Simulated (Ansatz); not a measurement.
SnO2:
```yaml
crystal:
  lattice:
    - [3.59267, 0.00000, 0.00000]
    - [0.00000, 3.59267, 0.00000]
    - [0.00000, 0.00000, 5.53061]
  atoms:
    - { symbol: Sn, position: [0.00000, 0.00000, 0.00000] }
    - { symbol: Sn, position: [0.50000, 0.50000, 0.50000] }
    - { symbol: O, position: [0.00000, 0.50000, 0.17696] }
    - { symbol: O, position: [0.00000, 0.50000, 0.67696] }
    - { symbol: O, position: [0.50000, 0.00000, 0.32304] }
    - { symbol: O, position: [0.50000, 0.00000, 0.82304] }
```

Relaxed with PBE. Special points in fractions of this cell's reciprocal vectors: Γ (0.000, 0.000, 0.000); X (0.000, 0.500, 0.000); M (0.500, 0.500, 0.000); Z (0.000, 0.000, 0.500); R (0.000, 0.500, 0.500); A (0.500, 0.500, 0.500).

**Question.** List the band energies nearest the valence-band maximum at these points for plane-wave PAW PBE (Ansatz code).

**Answer.** In eV from the valence-band maximum; about four levels below and three above (degenerate sets whole), none deeper than 8.9 eV; … stands for higher levels left out; points with the same levels are listed once.

| k | below | above |
|---|---|---|
| Γ | -0.92 -0.41 -0.05 -0.05 | 0.78 4.01 7.24 |
| X | -1.04 -1.04 -0.50 -0.50 | 4.31 4.31 7.67 7.67 |
| M | -0.42 -0.42 0.00 0.00 | 5.53 5.53 7.23 7.23 |
| Z | -1.08 -1.08 0.00 0.00 | 3.29 3.29 6.54 6.54 |
| R | -1.18 -1.18 -1.16 -1.16 | 4.55 4.55 8.38 8.38 |
| A | -0.40 -0.40 -0.37 -0.37 | 5.81 5.81 … |

Space group P4_2/nmc. A made-up cell: these elements were put on the sites of a structure type; neither database checked (COD, Materials Project) lists it. It is not the phase usual at ambient conditions (space group No. 136). The cell was relaxed with PBE under the symmetry of its start; whether a distortion lowers the energy is not shown. Spin–orbit coupling is left out wherever it is not named.

Potentials: the earlier of the program's two PAW sets.
